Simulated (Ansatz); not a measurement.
With plane-wave PAW PBEsol (Ansatz code), ZnSnN$_{2}$ in the trigonal phase (R-3m; Zn on 3a, Sn on 3b, N on 6c) relaxes to a = 3.164 Å, c = 15.406 Å. Zn has 6 nearest neighbours from 2.26 Å (octahedral); Sn has 6 nearest neighbours from 2.21 Å (octahedral); N has 6 nearest neighbours from 2.21 Å (octahedral). Against the elements it lies at 0.19 eV/atom, with no fitted shifts.

It is gapped at this level: 0.68 eV (indirect). HSE06 on the same cell gives 1.90 eV. Gap from PBEsol with spin–orbit coupling: 0.68 eV. The electron mass is 0.23, 0.25, 0.62 mₑ (principal values). The hole mass is 0.28, 0.84, 18 mₑ (principal values).

The bulk modulus is 182 GPa. The relaxed-ion elastic constants in GPa are C11 = 368, C12 = 122, C13 = 84.7, C14 = -56.1, C33 = 334, C44 = 13.6. Perturbation theory gives ε∞ = 9.43 (xx = yy), 9.00 (zz). Born charges are Zn +2.80, Sn +4.08, N -3.44 e. Without the LO–TO term the highest mode at Γ lies at 548 cm⁻¹.

The start of the workflow was typed in or built on a structure type; neither database checked (COD, Materials Project) lists it. Its standing as an ambient phase is unchecked. The PBEsol relaxation kept the symmetry of its start. At this level the phase is mechanically unstable. Its formation energy is positive at this level, so the cell may be metastable or incomplete. The references are the lowest solids computed at this level, not always the standard phases (solids in place of the gases). Spin–orbit coupling is left out wherever it is not named.

Potentials: the earlier of the program's two PAW sets. The files were generated under PBE; for other functionals the program regenerates the frozen cores, and for LDA and PBEsol the local potential too.
